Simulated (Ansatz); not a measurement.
K2PdBr4 in space group P4/mmm (No. 123; K on 2e, Pd on 1a, Br on 4j) at seven volumes, plane-wave PAW HSE06 (Ansatz code), shape and atoms relaxed at each. One row is withheld.

```
V (Å³/atom)  P (GPa)
-----------  -------
32.160             ?
33.220          0.77
34.281          0.35
35.341          0.00
36.401         -0.30
37.461         -0.56
38.522         -0.74
```

Question: Fit the shown pressures and predict the withheld one.

Answer: Third-order Birch–Murnaghan: P = (3/2)B₀(x^(7/2) − x^(5/2))[1 + (3/4)(B′ − 4)(x − 1)] with x = (V₀/V)^(2/3). Least squares on the six rows gives V₀ = 35.321 Å³/atom, B₀ = 10.77 GPa, B′ = 5.11. At V = 32.160, x = 1.0645 and P = 1.28 GPa. The run itself gave 1.32 GPa.

The workflow started from a Materials Project entry (that database holds measured and hypothetical structures alike); the Crystallography Open Database files this formula in space group No. 123, but the cells were not matched. Whether it is the stable phase at ambient conditions was not checked. The cell was relaxed with HSE06 under the symmetry of its start; its stability against distortions is not shown here. No spin polarisation was allowed.

Potentials: the later of the program's two PAW sets.
